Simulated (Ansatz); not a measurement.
## Equation of state of PbO

```xyz
4
Lattice="3.9744 0.0000 0.0000 0.0000 3.9744 0.0000 0.0000 0.0000 5.0220" Properties=species:S:1:pos:R:3 pbc="T T T"
Pb    0.0000    1.9872    1.1807
Pb    1.9872    0.0000    3.8413
O     0.0000    0.0000    0.0000
O     1.9872    1.9872    0.0000
```

The cell is a measured one (Crystallography Open Database entry 9012700); the temperature and pressure of the measurement aren't taken into account, and nothing was relaxed.

Spin–orbit coupling is left out, though it moves levels of the heavy atoms by tenths of an eV or more.

Methods: DFT, LDA, all-electron LAPW, scalar-relativistic (Ansatz 0.2.0); DFT, LDA, PAW with Ansatz's default frozen-core files, scalar-relativistic (Ansatz 0.2.0).

For LAPW: a Γ-centred 7×7×6 k mesh, Fermi–Dirac smearing of 0.03 eV, basis error target 1 meV/atom, no spin polarisation. PAW takes a cutoff of 420 eV at this cell (files made with PBE, cores remade for this functional). The Ansatz runs share mesh, smearing and spin set-up. Plane-wave (PAW) pressures include the program's estimate of the Pulay term.

The cell above is scaled evenly, with fractional coordinates and shape held.

Q: Estimate the equilibrium volume and bulk modulus that LAPW (all electrons) gives for this fixed shape.

A: V0 = 19.42 Å³/atom, B0 = 90 GPa, B0′ = 4.5, from a third-order Birch–Murnaghan fit to these pressures:
```
V/V(cell)  V (Å³/atom)  P, LAPW (GPa)  P, PAW (GPa)  gap on the k mesh, LAPW (eV)
   0.9400       18.642           4.07          4.02                          1.37
   0.9600       19.038           1.89          1.84                          1.40
   0.9800       19.435          -0.06         -0.11                          1.44
   0.9900       19.633          -0.96         -1.00                          1.45
   1.0000       19.832          -1.80         -1.84                          1.46
   1.0100       20.030          -2.60         -2.64                          1.48
   1.0200       20.228          -3.36         -3.40                          1.49
   1.0400       20.625          -4.74         -4.78                          1.51
   1.0600       21.022          -5.98         -6.02                          1.53
```

PAW's V0 lies -0.05 % from the all-electron value and its B0 0.1 %. With shape and internal coordinates held, B0 is an upper bound to the relaxed modulus.
